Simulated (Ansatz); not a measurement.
A geometry of B away from equilibrium: step 3 of the relaxation of a relaxed B cell displaced along its unstable phonon at q = (0, 0, ½) of its primitive reciprocal cell (309i cm⁻¹), largest move 0.15 Å. All values below come from r2SCAN (plane waves to 500 eV, PAW, scalar-relativistic; Ansatz, a quantum-chemistry and plane-wave program). Γ-centred k-mesh 15×15×7 on the run's cell (coarser than for final values), Fermi–Dirac smearing 0.05 eV. The plane waves were selected for a different cell earlier on the path.

```yaml
crystal:
  lattice:
    - [1.02090, -2.95089, 0.00000]
    - [1.02090, 2.95089, 0.00000]
    - [0.00000, 0.00000, 4.86407]
  atoms:
    - { symbol: B, position: [0.86452, 0.13548, 0.20311] }
    - { symbol: B, position: [0.86452, 0.13548, 0.79689] }
    - { symbol: B, position: [0.13548, 0.86452, 0.29689] }
    - { symbol: B, position: [0.13548, 0.86452, 0.70311] }
```

Question: Give the Cartesian forces on all atoms (eV/Å).

Answer: 
```
atom    Fx     Fy     Fz
----  ----  -----  -----
B1    0.00   0.15  -0.70
B2    0.00   0.15   0.70
B3    0.00  -0.15   0.70
B4    0.00  -0.15  -0.70
```

The path ends in Cmcm (No. 63). No spin polarisation in the result.

The run could not lose the symmetry of its start: the end is stationary, and may be a saddle point rather than a minimum.

The end of the path is a generated cell of B: the first start was made by placing the elements on the sites of a structure type, and the end was not matched to a known phase here, so it may be hypothetical.
